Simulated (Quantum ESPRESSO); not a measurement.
# Sn3Re2IrTaRu: one composition in several site orders

Simulated, not a measurement. The program is pw.x of Quantum ESPRESSO 7.5 (plane-wave density functional theory). The cell is made up: eight metal atoms on a hexagonal close-packed lattice, with elements, volume, strain and displacements drawn at random and not relaxed, so it may be unstable or far from any real phase. PseudoDojo standard norm-conserving files set the functional (PBE unless stated); there is no spin polarisation or spin-orbit coupling, the Fermi-Dirac width of 0.25 eV means electrons at about 2900 K, and the masses in the input are unused placeholders. The tin pseudopotential is less sure than most, with forces differing by about three percent from a second method on plain tin. Heavy elements are run without spin-orbit coupling, which real alloys of them have. A spin test at this wide smearing found no moment, but such smearing suppresses magnetism that the real alloy may have.

The runs put one composition on the sites in different orders. Cell, positions, cutoff, mesh and smearing stay as in the input of run 1; sites are counted in its order. Stress in the tables is positive in tension.

Input of run 1:

```
&control calculation='scf', pseudo_dir='./dojo.nc.sr.pbe.v0_5.standard.upf', outdir='./o', disk_io='minimal', tprnfor=.true., tstress=.true. /
&system ibrav=0, nat=8, ntyp=5, nbnd=73, ecutwfc=84.00895049, nosym=.true., tot_charge=0,
 occupations='smearing', smearing='fd', degauss=0.0183746611
/
&electrons conv_thr=1.470e-08, electron_maxstep=70, mixing_beta=0.5 /
ATOMIC_SPECIES
Ir 1.0 Ir.upf
Re 1.0 Re.upf
Ru 1.0 Ru.upf
Sn 1.0 Sn.upf
Ta 1.0 Ta.upf
CELL_PARAMETERS angstrom
-2.9903 0.0 0.0
0.0 0.0 -5.0231
0.0 -10.3588 0.0
ATOMIC_POSITIONS angstrom
Sn -0.1153 -0.0613 0.1628
Sn 0.1598 -5.3323 0.0238
Re 0.1226 -3.3013 -2.4552
Sn -0.1103 -8.7034 -2.4929
Ir -1.5017 -2.6933 0.0652
Ta -1.7767 -7.7923 -0.0889
Ru -1.5126 -0.7824 -2.5458
Re -1.5046 -5.8893 -2.4506
K_POINTS automatic
8 5 3 1 1 1
```

| run | elements on sites 1 to 8 | free energy less that of run 1 (eV) | -TS (eV) | pressure (GPa) | stress xx (GPa) | stress yy (GPa) | stress zz (GPa) | stress yz (GPa) | stress xz (GPa) | stress xy (GPa) | iterations |
| --- | --- | --- | --- | --- | --- | --- | --- | --- | --- | --- | --- |
| 1 | Sn Sn Re Sn Ir Ta Ru Re | 0.000 | -1.685 | -14.10 | 11.20 | 15.76 | 15.33 | -1.79 | 0.30 | 0.34 | 17 |
| 2 | Ru Sn Sn Re Ta Ir Re Sn | 0.412 | -1.589 | -11.49 | 8.62 | 14.00 | 11.85 | -0.28 | 0.18 | -1.16 | 18 |
| 3 | Re Ta Sn Ir Ru Sn Sn Re | 0.252 | -1.855 | -12.01 | 7.04 | 8.65 | 20.35 | 0.76 | 0.10 | 0.49 | 19 |
| 4 | Sn Sn Ta Ir Re Re Ru Sn | 0.018 | -1.780 | -12.41 | 7.14 | 17.08 | 13.01 | 0.06 | 0.21 | 1.33 | 16 |
| 5 | Ta Re Sn Ru Sn Re Ir Sn | -0.341 | -1.693 | -11.29 | 6.95 | 14.59 | 12.32 | 0.18 | 0.23 | -0.25 | 18 |
| 6 | Ta Re Re Sn Ir Sn Ru Sn | -0.250 | -1.516 | -13.07 | 9.66 | 15.15 | 14.41 | -0.78 | 0.18 | -2.17 | 17 |

Forces Fx Fy Fz (eV/Å):

| site | run 1 | run 2 | run 3 | run 4 | run 5 | run 6 |
| --- | --- | --- | --- | --- | --- | --- |
| 1 | 0.00 -2.16 -0.65 | 0.10 -0.02 0.21 | 0.18 0.08 -0.52 | 0.14 -0.26 -0.53 | 0.18 1.93 -0.40 | -0.16 -1.57 -0.43 |
| 2 | -0.92 2.47 0.27 | -0.53 -0.04 0.46 | -0.43 2.24 0.22 | -0.73 1.72 0.46 | -0.09 -0.73 0.27 | -0.27 2.84 0.18 |
| 3 | 0.04 -0.34 0.01 | -0.45 2.47 0.05 | -0.24 -2.22 0.04 | -0.18 1.36 -0.07 | -0.41 0.88 0.06 | -0.25 1.06 0.03 |
| 4 | -0.19 1.12 -0.03 | -0.05 -1.62 0.04 | -0.04 0.78 -0.22 | 0.02 0.73 0.38 | -0.03 0.09 0.24 | -0.13 -1.96 -0.23 |
| 5 | 0.00 -0.07 -0.01 | 0.44 2.27 0.03 | -0.11 0.49 -0.11 | 0.01 0.22 0.00 | 0.11 0.63 -0.13 | 0.11 -0.05 0.01 |
| 6 | 1.12 -0.06 0.24 | 0.30 -1.68 -0.17 | 0.88 -2.19 0.16 | 0.57 -1.17 -0.28 | 0.10 -0.39 0.06 | 0.26 -0.28 0.85 |
| 7 | -0.11 -1.48 0.29 | -0.08 1.98 -0.25 | -0.08 1.90 0.65 | -0.15 -0.59 0.43 | -0.12 0.22 0.27 | 0.09 -1.98 0.08 |
| 8 | 0.06 0.53 -0.12 | 0.27 -3.35 -0.37 | -0.15 -1.09 -0.22 | 0.32 -2.00 -0.39 | 0.26 -2.63 -0.38 | 0.34 1.95 -0.49 |

The sites are displaced and not relaxed, so the energy differences mix bonding between neighbours with strain and are not ordering energies. A rerun of one cell of this series at a higher cutoff and on a denser mesh moved values by no more than 0.009 eV in energy, 0.05 GPa in stress and 0.013 eV/Å in force, and a second program with other atomic files agreed on that cell to 2 % rms in force and 0.5 GPa in pressure.